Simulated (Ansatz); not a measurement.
Relaxed-ion elastic tensor of MgPt$_{3}$ (Cu3Au type, Pm-3m) in GPa (Voigt order), DFT-PBEsol in the program Ansatz with PAW potentials; density 16.94 g/cm³, 14.94 Å³ per atom.

```
296  171  171  0.0  0.0  0.0
171  296  171  0.0  0.0  0.0
171  171  296  0.0  0.0  0.0
0.0  0.0  0.0  123  0.0  0.0
0.0  0.0  0.0  0.0  123  0.0
0.0  0.0  0.0  0.0  0.0  123
```

Question: Is the crystal mechanically stable?

Answer: Yes: the smallest eigenvalue of C is 123 GPa.

Question: Work out the Voigt, Reuss and Hill averages.

Answer: K_V = 212, K_R = 212, K_H = 212; G_V = 99.0, G_R = 88.8, G_H = 93.9 GPa.

Question: Give Young's modulus, Poisson's ratio, Pugh's ratio and the universal anisotropy index.

Answer: E = 9KG/(3K + G) = 246 GPa; ν = 0.31; K/G = 2.26 (ductile by the Pugh limit of 1.75); A_U = 5G_V/G_R + K_V/K_R − 6 = 0.58.

Question: Estimate the sound speeds and the Debye temperature.

Answer: v_l = √((K + 4G/3)/ρ) = 4460 m/s, v_t = √(G/ρ) = 2350 m/s, mean 2630 m/s; Θ = (h/k)(3n/4πV)^(1/3) v_m = 318 K.

Question: Give the Zener ratio and Young's modulus along [100], [110] and [111].

Answer: A = 2C44/(C11 − C12) = 1.97; 1/E = S11 − 2(S11 − S12 − S44/2)Γ with Γ = 0, 1/4, 1/3 gives 171, 258, 310 GPa.

Question: Solve the Christoffel equation for the three sound speeds along [100], [110], [111].

Answer: Eigenvalues of C_ijkl n_j n_l equal ρv². In km/s, slowest first: [100] 2.70, 2.70, 4.18; [110] 1.92, 2.70, 4.59; [111] 2.21, 2.21, 4.72.

The workflow started from an entry of the Crystallography Open Database (COD); the relaxed space group is not among those it files for this formula. COD files the formula under space group No. 123, so this cell is another polymorph or a model. Its standing as an ambient phase is unchecked. Symmetry was held in the PBEsol relaxation; of distortions, only those at the zone centre were tested. No spin polarisation was allowed. As this level gives no gap, shear constants depend on the k-mesh and smearing (Fermi–Dirac, 0.1 eV here). On the denser mesh and wider smearing of the elastic run this cell carries a stress of 0.4 GPa. Spin–orbit coupling is left out wherever it is not named.

Potentials: the later of the program's two PAW sets.
